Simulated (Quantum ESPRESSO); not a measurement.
# Planted mistakes on one cell of Zn2AlS3F

These are calculations, not measurements. They come from pw.x of Quantum ESPRESSO 7.5, a plane-wave density functional program, with PseudoDojo standard norm-conserving files (v0.5 for PBE, v0.4.1 for LDA and PBEsol). The cells are made up: elements, strain and atom displacements were drawn at random, and nothing was relaxed. There is no spin polarisation, spin-orbit coupling or dispersion term.

The cell has 8 sites of a zincblende or diamond lattice. Sites 1 to 4 hold Zn empty Zn Al; sites 5 to 8 hold S F S S. Cell vectors in Å: (5.137, 0.012, -0.010); (0.012, 5.088, -0.080); (-0.010, -0.080, 5.051). Settings: PBE, cutoff 1143 eV, 4 x 4 x 4 k mesh shifted by half a step, Fermi-Dirac smearing of 0.025 eV.

The intended run has a self-consistency threshold of 1e-07 eV, a smearing term of 0.000 eV, a pressure of 7.63 GPa and 10 iterations. Each further run changes one thing: all lengths scaled by 0.9881; atoms of sites 6 and 7 exchanged; cutoff 593 eV; files of LDA; k mesh 2 x 2 x 2; one electron removed; smearing 0.76 eV; threshold 0.6 eV. A coarse mesh keeps the shift, and a charged cell sits in a uniform background.

```
run,change of free energy (eV),smearing term -TS (eV),change of P (GPa),largest change of a force component (eV/Å),iterations
A,2.895,0.000,-5.84,0.402,10
B,53.042,0.000,-298.90,0.462,10
C,0.187,0.000,4.20,0.246,3
D,-0.681,-2.261,1.15,0.421,11
E,0.273,0.000,3.65,0.397,10
F,0.120,0.000,0.32,0.051,10
G,-0.279,0.000,-1.56,2.633,10
H,-5.627,-0.010,-14.75,0.642,12
```

A rerun of the intended cell at 1437 eV and k mesh 6 x 6 x 6 moved values by no more than 0.002 eV in the cell's energy, 0.02 GPa in stress and 0.002 eV/Å in force.

Question: which change belongs to which run?

## Worked reading

Run C has the fewest iterations, as a run stopped early does. Run D has the largest smearing term, as wide smearing gives. Run B has a higher energy and the largest fall in pressure, as too small a basis gives. Run E changes the volume by a factor of 0.9647; minus its pressure change over the logarithm of that factor, 102 GPa, is a rough bulk modulus with clamped atoms. Energies from files of another functional, or of a charged cell, have another zero and say nothing on stability; the pressure of a charged cell rests on the program's zero of potential too.

## Key

```
run                            change
  A                      files of LDA
  B                     cutoff 593 eV
  C                  threshold 0.6 eV
  D                  smearing 0.76 eV
  E      all lengths scaled by 0.9881
  F                  k mesh 2 x 2 x 2
  G  atoms of sites 6 and 7 exchanged
  H              one electron removed
```